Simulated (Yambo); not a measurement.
LiCl (rock salt, space group Fm-3m, No. 225) under isotropic strain of -1.5 % on all lattice vectors; a = b = c = 3.5262 Å, α = β = γ = 60.00°. With the G0W0 scissor the direct gap on the mesh is 9.52 eV.

Task: Does this run resolve the lowest exciton, and if so, what are its energy and binding? (Yambo, PBEsol bands; 10×10×10 mesh, 3 valence and 1 conduction bands, static screening with 16 bands and a 4 Ry block, scissor 2.89 eV, Tamm-Dancoff.)

Result: The mesh holds a bound state, but the numbers are provisional. These are vertical excitations (zero momentum). The lowest state lies at 8.74 eV (strong for light along x, 3 states within 2 meV), the direct quasiparticle gap on this mesh at 9.52 eV. Its binding energy, counted from that gap, is 0.79 eV; it spreads over about 46 k points of the mesh. Convergence with the mesh was not shown. The scissor comes from a G0W0 run whose convergence isn't established. 

Geometry strained from the cell relaxed with PBEsol, atoms relaxed again.
